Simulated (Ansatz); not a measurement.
TiTe₂:
```yaml
crystal:
  lattice:
    - [6.72399, 0.00000, 0.00000]
    - [0.00000, 6.72399, 0.00000]
    - [0.00000, 0.00000, 3.80473]
  atoms:
    - { symbol: Ti, position: [0.00000, 0.00000, 0.00000] }
    - { symbol: Ti, position: [0.50000, 0.50000, 0.50000] }
    - { symbol: Te, position: [0.29786, 0.29786, 0.00000] }
    - { symbol: Te, position: [0.79786, 0.20214, 0.50000] }
    - { symbol: Te, position: [0.20214, 0.79786, 0.50000] }
    - { symbol: Te, position: [0.70214, 0.70214, 0.00000] }
```

Relaxed with r²SCAN. Special points in fractions of this cell's reciprocal vectors: Γ (0.000, 0.000, 0.000); X (0.000, 0.500, 0.000); M (0.500, 0.500, 0.000); Z (0.000, 0.000, 0.500); R (0.000, 0.500, 0.500); A (0.500, 0.500, 0.500).

List the band energies nearest the Fermi level at these points for r²SCAN (plane waves, PAW; program Ansatz).

In eV from the Fermi level; about four levels below and three above (degenerate sets whole), none deeper than 8.9 eV; points with the same levels are listed once.

```
k                    below                above
-  -----------------------  -------------------
Γ  -1.23 -0.29 -0.15 -0.14  0.30 0.30 0.46 0.46
X  -0.69 -0.69 -0.60 -0.60  0.34 0.34 0.98 0.98
M  -0.34 -0.34 -0.21 -0.21  0.46 0.46 1.83 1.83
Z  -2.10 -2.10 -1.87 -1.87  0.91 0.91 1.13 1.13
R  -2.02 -2.02 -0.90 -0.90  0.03 0.03 1.11 1.11
A  -1.15 -1.15 -0.88 -0.88  0.72 0.72 0.91 0.91
```

Space group P4_2/mnm (rutile). A made-up cell: these elements were put on the sites of a structure type; neither database checked (COD, Materials Project) lists it. COD files the formula under space group No. 164. Its standing as an ambient phase is unchecked. The cell was relaxed with r²SCAN under the symmetry of its start; whether a distortion lowers the energy is not shown. The run is not spin-polarised. Scalar-relativistic: spin–orbit coupling is off unless named, which matters more the heavier the elements.

Potentials: the earlier of the program's two PAW sets.
